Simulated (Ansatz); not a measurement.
## CsPbCl$_{3}$: axial (c/a) deformation path

All numbers below come from DFT PBEsol, scalar-relativistic, plane waves, PAW in Ansatz 0.2.0. Cutoff 420 eV, Γ-centred 6×6×6 k-points, Gaussian smearing of 0.05 eV. Spin–orbit coupling is left out, which matters for the heavy elements here. No spin polarisation. Energies are free energies at this smearing, counted from the undisturbed cell; pressure is positive in compression.

The starting cell (relaxed at this level; it needn't be the usual structure):

```xyz
5
Lattice="3.9732 2.2939 3.2438 -3.9732 2.2939 3.2438 0.0000 -4.5879 3.2438" Properties=species:S:1:pos:R:3 pbc="T T T"
Cs    0.0000    0.0000    4.8657
Pb    0.0000    0.0000    0.0000
Cl    1.9859   -3.4398    4.8657
Cl   -3.9719    0.0000    4.8657
Cl    1.9859    3.4398    4.8657
```

At fixed volume and fractional coordinates, lengths along (0.000, 0.000, 1.000) are scaled against those across it; ρ is that ratio over its starting value.

```tsv
ρ	ΔE (meV/atom)	pressure (GPa)	gap on the mesh (eV)
0.850	19.8	-0.2	1.44
0.920	5.0	0.0	1.62
0.960	1.2	0.0	1.72
1.000	0.0	0.0	1.83
1.050	1.6	0.0	1.78
1.100	6.3	-0.1	1.74
1.200	23.7	-0.2	1.72
```

Symmetry holds off the tilts and polar distortions that many cubic perovskites undergo.

Cost: 7 runs of about 3.2 core-minutes in all, on Intel Xeon Processor @ 2.50GHz (Skylake/Cascade Lake) (shared hosts).